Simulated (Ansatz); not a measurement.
LaSiPt$_{3}$ in space group P4mm (No. 99; La on 1b, Si on 1a, Pt on 2c, Pt on 1a), PBE in the plane-wave PAW code Ansatz, all energies at zero smearing, with the estimated change up to a 700 eV cutoff added, with one set of potentials and settings (totals compare only within such a set). Cell of 5 atoms (1 La, 1 Si, 3 Pt): -44465.674 eV.

| element | reference phase | E (eV/atom) |
|---|---|---|
| La | P6_3/mmc, 4 atoms in the cell | -6250.3045 |
| Si | Fd-3m, 2 atoms in the cell | -635.8114 |
| Pt | Fm-3m, 1 atoms in the cell | -12524.7059 |

Formation energy per atom, worked out: (-44465.674 − 1×(-6250.3045) − 1×(-635.8114) − 3×(-12524.7059))/5 = -1.088 eV/atom (-105 kJ per mol of atoms), at 0 K, without zero-point energy or fitted corrections.

The workflow started from a Materials Project entry (that database holds measured and hypothetical structures alike); the Crystallography Open Database copy checked does not list it. Whether it is the stable phase at ambient conditions was not checked. The PBE relaxation kept the symmetry of its start; whether a distortion lowers the energy is not shown. The run is not spin-polarised. The references are the lowest solids computed at this level, not always the standard phases. Spin–orbit coupling is left out wherever it is not named.

Potentials: the earlier of the program's two PAW sets.
